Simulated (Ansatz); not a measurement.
**NbB2: pressure against volume**

A database entry relaxed whole under r2SCAN (P6/mmm):

```
Nb B
1.0
     3.10096    0.00000    0.00000
    -1.55048    2.68551    0.00000
     0.00000    0.00000    3.32734
Nb B
1 2
Cartesian
  0.0000 0.0000 0.0000
  0.0000 1.7903 1.6637
  1.5505 0.8952 1.6637
```

The cell was scaled uniformly, its shape held, and the atoms relaxed at each volume with plane-wave PAW DFT (Ansatz 0.2.0; r2SCAN, 500 eV, 12×12×10 Γ-centred mesh, fermi-dirac occupations of width 0.100 eV; no spin, no spin-orbit coupling). One row is withheld.

```json
{"volume (Å³/atom)": "8.682", "energy over the lowest (meV/atom)": "33.7", "pressure (GPa)": "20.73"}
{"volume (Å³/atom)": "8.867", "energy over the lowest (meV/atom)": "14.4", "pressure (GPa)": "13.12"}
{"volume (Å³/atom)": "9.052", "energy over the lowest (meV/atom)": "?", "pressure (GPa)": "?"}
{"volume (Å³/atom)": "9.236", "energy over the lowest (meV/atom)": "0.0", "pressure (GPa)": "0.00"}
{"volume (Å³/atom)": "9.421", "energy over the lowest (meV/atom)": "3.4", "pressure (GPa)": "-5.63"}
{"volume (Å³/atom)": "9.606", "energy over the lowest (meV/atom)": "13.1", "pressure (GPa)": "-10.74"}
{"volume (Å³/atom)": "9.791", "energy over the lowest (meV/atom)": "28.3", "pressure (GPa)": "-15.36"}
```

Fit the pressures of the other rows to the third-order Birch-Murnaghan form.

With f = [(V₀/V)^(2/3) − 1]/2 and P = 3B₀f(1 + 2f)^(5/2)[1 + 3(B₀′ − 4)f/2], least squares gives V₀ = 9.24 Å³ an atom, B₀ = 296 GPa and B₀′ = 4.0; the rows miss the fit by less than 0.01 GPa. The slope of the energies differs from these pressures by 0.13 GPa, since they are taken to zero smearing while pressures follow the free energy.

What does the withheld row hold?

The fit gives 6.23 GPa at 9.052 Å³; the run gave 6.23 GPa and 3.4 meV an atom.

Caveats: the shape of the cell was held, so B₀ is an upper bound where the axes differ in stiffness; 0 K, fixed nuclei; the symmetry was kept, and this need not be the phase that is stable at 0 K; one mesh for all volumes; pressure is positive in compression.
